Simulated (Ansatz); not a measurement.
Relaxed SiC (zinc blende):

```
SiC
1.0
    0.00000     2.18988     2.18988
    2.18988     0.00000     2.18988
    2.18988     2.18988     0.00000
C Si
1 1
Cartesian
  3.28482   3.28482   3.28482
  0.00000   0.00000   0.00000
```

Calculation: PBE (plane waves to 420 eV, PAW, scalar-relativistic; Ansatz, a quantum-chemistry and plane-wave program). k mesh 10×10×10 (Γ-centred), Fermi-Dirac smearing 0.05 eV. SiC was relaxed with its symmetry unable to fall.

One atom of the cell was then moved (with its periodic images), all else fixed, and the forces (eV/Å) came out as:

```csv
atom,Fx,Fy,Fz
C1,1.535,1.535,-1.535
Si2,-1.535,-1.535,1.535
```

With two atoms only their relative shift counts; take Si2 as fixed.

Question: Which atom was moved, and by which vector (Å)?

Answer: C1, by (-0.07, -0.07, 0.07), 0.11 Å in all.

(A displaced cell: forces are minus the slopes of the energy, force constants its curvatures, and phonons follow from these.)
